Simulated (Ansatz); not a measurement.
The start is a relaxed Mg cell, doubled along one cell vector, shaken by Gaussian noise of σ = 0.08 Å a coordinate. The structure is fully relaxed (lattice and positions, P = 0) with PBEsol (plane waves to 420 eV, PAW, scalar-relativistic; Ansatz, a program for electronic structure). The first steps use a coarse 6×11×11 k-mesh.

The start:
```
CELL_PARAMETERS angstrom
      5.99142     0.00000     0.00000
      0.00000     2.99571     0.00000
      0.00000     0.00000     2.99571
ATOMIC_POSITIONS crystal
  Mg 0.00518 0.01000 0.99425
  Mg 0.50192 0.02429 0.02186
```

Problem. Which atoms feel the largest initial force, and how large is it?

Solution. 0.07 eV/Å, on Mg1, Mg2 (atoms numbered as listed).

Problem. By how much does the energy per atom fall from start to end?

Solution. 0.38 to 0.39 eV/atom (the two k-meshes of the run give this range).

Problem. How does the volume change?

Solution. -15.7 %, from 26.88 to 22.68 Å³/atom.

Problem. How do the shortest distances between atoms change?

Solution. The closest pairs of elements (up to four, under 3.6 Å), start → end: Mg–Mg 2.98 → 3.18 Å.

Problem. What band gap does the relaxed structure have at this level?

Solution. No gap (metallic).

Problem. Write out the relaxed structure.

Solution. 
Space group Fm-3m (No. 225); a = b = c = 4.4930 Å, α = β = γ = 90.00°

```tsv
atom	site	symmetry	x	y	z
Mg	4b	m-3m	0.5000	0.5000	0.5000
```
(The calculation used a cell of 1 atom; values per cell refer to that cell.)

Final values are on a 18×18×18 k-mesh of the relaxed cell. No spin polarisation in the result.

The run could not lose the symmetry of its start, so the end can be a saddle point.

The relaxed structure here is a generated cell of Mg: the first start was made by placing the elements on the sites of a structure type, and the end was not matched to a known phase here, so it may be hypothetical. Known forms of Mg include space group No. 194.
